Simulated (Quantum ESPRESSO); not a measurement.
## Calculated data, CaMgZn2O4 (made-up cell)

Calculation on a made-up crystal cell, not a measurement: periodic Kohn-Sham density functional theory in plane waves with PseudoDojo standard norm-conserving scalar-relativistic pseudopotentials, each functional with its own files (v0.5 for PBE, v0.4.1 for LDA and PBEsol), no spin polarisation, no spin-orbit coupling, atoms not relaxed, stress positive in tension, energies less a fixed whole-eV offset for each atom's element; levels are Kohn-Sham levels at fractions of this cell's reciprocal vectors, counted from the reference band (half the neutral cell's valence electrons, rounded up) at Gamma; error bars cover cutoff and k-mesh only, not smearing or the files; each bar is the largest change over components, and at least 0.002 eV, 0.002 eV per angstrom or 0.02 GPa; added strain carries the atoms with the cell, and shear is the tensor component; energies are for the whole cell, and the offsets were chosen from early runs and are not element reference energies. Program: Quantum ESPRESSO 7.5.

## CaMgZn2O4 (made-up cell)

Unstrained structure:
```
cell vectors (Å)
   4.3174     0.0343     0.0587
   0.0343     4.3660     0.0009
   0.0587     0.0009     4.3572
atoms (fractions of the cell vectors)
Ca  0.00568  0.00451  0.01195
Mg -0.01758  0.49932  0.50576
Zn  0.49123  0.00788  0.51966
Zn  0.49422  0.50604 -0.00378
O   0.50053  0.01379  0.00418
O   0.48364  0.51958  0.49232
O   0.98653  0.00807  0.49339
O   0.99055  0.50466 -0.01069
```

Settings of this run: lattice type rocksalt, functional pbe, cutoff 1143 eV, fermi dirac smearing 0.025 eV, scf tolerance 1e-07 eV, electrons removed 0, added strain kind uniform, added strain 0.0087, k mesh 4 x 4 x 4, shifted by half a step and structure shown before the added strain of 0.0087.

Results for CaMgZn2O4 (made-up cell): free energy less offsets 0.8886 eV; scf iterations 12; smearing term minus ts 0 eV; pressure 8.402 GPa; stress xx -8.961 GPa; stress yy -7.385 GPa; stress zz -8.861 GPa; stress yz 0.07195 GPa; stress xz 2.773 GPa; stress xy 1.365 GPa; error bar energy 0.002 eV; error bar stress 0.04281 GPa; error bar force 0.004845 eV/Å; error bars from tighter rerun of a related cell.

Atoms:
```csv
atoms element,atom site,atom energy offset (eV)
Ca,1,-1055
Mg,2,-1617
Zn,3,-5687
Zn,4,-5687
O,5,-452
O,6,-452
O,7,-452
O,8,-452
```

Forces:
```csv
site,x (eV/Å),y (eV/Å),z (eV/Å)
1,-0.4407,-0.09254,-0.8612
2,0.1298,0.2171,-0.1679
3,0.08601,-0.03206,-0.2951
4,0.03324,0.001845,0.1808
5,0.07059,0.00761,-0.1971
6,0.1011,-0.2451,0.1535
7,0.04366,0.08923,1.098
8,-0.02375,0.05388,0.08854
```
